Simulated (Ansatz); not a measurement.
Molecular dynamics on a 2×2×1 supercell (12 atoms) of NiTe₂ (CdI2 type), relaxed with r2SCAN+rVV10. Forces come from r2SCAN in Ansatz: constant energy and volume (NVE), velocities drawn at 600 K, steps of 1 fs. Spin polarisation is off, nuclei are classical, and the run is far too short for thermal averages. The structure comes from a prototype and may be hypothetical.

```yaml
crystal:
  lattice:
    - [7.688298347, 0.0, 0.0]
    - [-3.8441491735, 6.6582616803, 0.0]
    - [0.0, 0.0, 5.3128833838]
  atoms:
    - { symbol: Ni, position: [0.0, 0.0, 0.0] }
    - { symbol: Te, position: [0.1666666667, 0.3333333333, 0.2452616589] }
    - { symbol: Te, position: [0.3333333333, 0.1666666667, 0.7547383411] }
    - { symbol: Ni, position: [0.0, 0.5, 0.0] }
    - { symbol: Te, position: [0.1666666667, 0.8333333333, 0.2452616589] }
    - { symbol: Te, position: [0.3333333333, 0.6666666667, 0.7547383411] }
    - { symbol: Ni, position: [0.5, 0.0, 0.0] }
    - { symbol: Te, position: [0.6666666667, 0.3333333333, 0.2452616589] }
    - { symbol: Te, position: [0.8333333333, 0.1666666667, 0.7547383411] }
    - { symbol: Ni, position: [0.5, 0.5, 0.0] }
    - { symbol: Te, position: [0.6666666667, 0.8333333333, 0.2452616589] }
    - { symbol: Te, position: [0.8333333333, 0.6666666667, 0.7547383411] }
kpoints:
  mp_grid: { grid: [3, 3, 4] }
hamiltonian:
  xc: r2scan
scf:
  occupations: { method: fermi_dirac, width: 0.052 }
md:
  ensemble: nve
  temperature: 600
  timestep: 1.0
  n_steps: 20
  initial_velocities: maxwell_boltzmann
  seed: 2822
```

Run as `ansatz run input.yaml --threads 4 --pin off --max-ram 3686MiB --backend cpu --events-out ev --progress --plain --runs-dir out`.

| step | t (fs) | T (K) | free energy F from step 0 (meV/atom) | kinetic energy (meV/atom) | largest force (eV/Å) |
| --- | --- | --- | --- | --- | --- |
| 0 | 0 | 600 | 0.0 | 71.1 | 0.02 |
| 1 | 1 | 599 | 0.1 | 71.0 | 0.05 |
| 2 | 2 | 598 | 0.3 | 70.8 | 0.10 |
| 3 | 3 | 595 | 0.6 | 70.5 | 0.16 |
| 4 | 4 | 592 | 1.0 | 70.1 | 0.21 |
| 5 | 5 | 587 | 1.5 | 69.6 | 0.27 |
| 6 | 6 | 582 | 2.2 | 68.9 | 0.32 |
| 7 | 7 | 575 | 2.9 | 68.2 | 0.38 |

The temperature goes from 600 K to 575 K in 7 fs. The conserved energy stays within 0.00 meV an atom. By the last step the atoms have moved 0.03 Å in the root mean square, the drift of the whole cell taken out, 0.04 Å at most. The job's limit cut the run after 7 of 20 steps.

Positions (Å) and forces (eV/Å) at step 7:
```
Ni  -0.002   0.014  -0.040    -0.075  -0.108   0.329
Te   0.010   2.237   1.290    -0.125  -0.183   0.103
Te   1.928   1.102   4.023     0.089   0.007  -0.161
Ni  -1.915   3.335   0.025    -0.062  -0.025  -0.159
Te  -1.936   5.565   1.296     0.015  -0.021   0.079
Te  -0.010   4.468   4.010     0.117  -0.313  -0.100
Ni   3.865  -0.032   0.003    -0.167   0.332   0.053
Te   3.837   2.214   1.291     0.096  -0.095   0.094
Te   5.764   1.104   4.005     0.001   0.090  -0.040
Ni   1.917   3.301  -0.001     0.075   0.291  -0.084
Te   1.911   5.528   1.318     0.173   0.062  -0.026
Te   3.863   4.433   4.024    -0.138  -0.037  -0.089
```
